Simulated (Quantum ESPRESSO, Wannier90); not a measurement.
**CsI (CsCl type): Wannier90 run**

```
CELL_PARAMETERS angstrom
      4.66521     0.00000     0.00000
      0.00000     4.66521     0.00000
      0.00000     0.00000     4.66521
ATOMIC_POSITIONS crystal
  Cs 0.00000 0.00000 0.00000
  I  0.50000 0.50000 0.50000
```

Materials Project entry mp-1056920; symmetrised, unrelaxed at this level. COD (Crystallography Open Database) has an entry of this formula and space group (matched by these alone). Level: PBEsol, no spin polarisation, no spin-orbit coupling; pw.x of Quantum ESPRESSO at 56 Ry with PseudoDojo potentials, 6×6×6 k-points, Wannier90. Density: 8×8×8 mesh, cold smearing 0.01 Ry. Spin-orbit coupling is left out although heavy elements are present.

Functional, cutoff and mesh named above are those of the base row (56); the first column says what each row takes instead. Model: 4 functions from bands 2,6-8, start SCDM (isolated) (the valence bands). Energies are relative to the valence-band maximum; the misfit is to pw.x on a path, for all bands of the set. Only the plane-wave cutoff changes (density cutoff four times as high). Ω_total can sit in another minimum from row to row; Ω_I of an isolated set cannot. A star marks runs that hit the step limit.

```json
[
 {"ecutwfc (Ry)": "28", "Ω_I (Å²)": "7.15", "Ω_total (Å²)": "8.34*", "rms misfit (meV)": "1.0", "gap (eV)": "3.523", "ΔE to highest cutoff (meV/atom)": "61.5", "plane waves a k-point, about (cost)": "1700", "rough cost of nscf and overlaps (first row = 1)": "1.0"},
 {"ecutwfc (Ry)": "35", "Ω_I (Å²)": "7.15", "Ω_total (Å²)": "8.34*", "rms misfit (meV)": "1.0", "gap (eV)": "3.525", "ΔE to highest cutoff (meV/atom)": "29.4", "plane waves a k-point, about (cost)": "2400", "rough cost of nscf and overlaps (first row = 1)": "1.5"},
 {"ecutwfc (Ry)": "42", "Ω_I (Å²)": "7.15", "Ω_total (Å²)": "8.34*", "rms misfit (meV)": "1.2", "gap (eV)": "3.525", "ΔE to highest cutoff (meV/atom)": "26.1", "plane waves a k-point, about (cost)": "3100", "rough cost of nscf and overlaps (first row = 1)": "2.2"},
 {"ecutwfc (Ry)": "56", "Ω_I (Å²)": "7.15", "Ω_total (Å²)": "8.35", "rms misfit (meV)": "1.1", "gap (eV)": "3.524", "ΔE to highest cutoff (meV/atom)": "…", "plane waves a k-point, about (cost)": "4800", "rough cost of nscf and overlaps (first row = 1)": "4"},
 {"ecutwfc (Ry)": "70", "Ω_I (Å²)": "7.15", "Ω_total (Å²)": "8.34*", "rms misfit (meV)": "1.1", "gap (eV)": "3.524", "ΔE to highest cutoff (meV/atom)": "0.2", "plane waves a k-point, about (cost)": "6800", "rough cost of nscf and overlaps (first row = 1)": "6"},
 {"ecutwfc (Ry)": "88", "Ω_I (Å²)": "7.15", "Ω_total (Å²)": "8.34*", "rms misfit (meV)": "0.9", "gap (eV)": "3.524", "ΔE to highest cutoff (meV/atom)": "0.0", "plane waves a k-point, about (cost)": "9600", "rough cost of nscf and overlaps (first row = 1)": "8"}
]
```

Task: Complete the blanks.

Result: 
- 56, ΔE to highest cutoff (meV/atom): 5.9
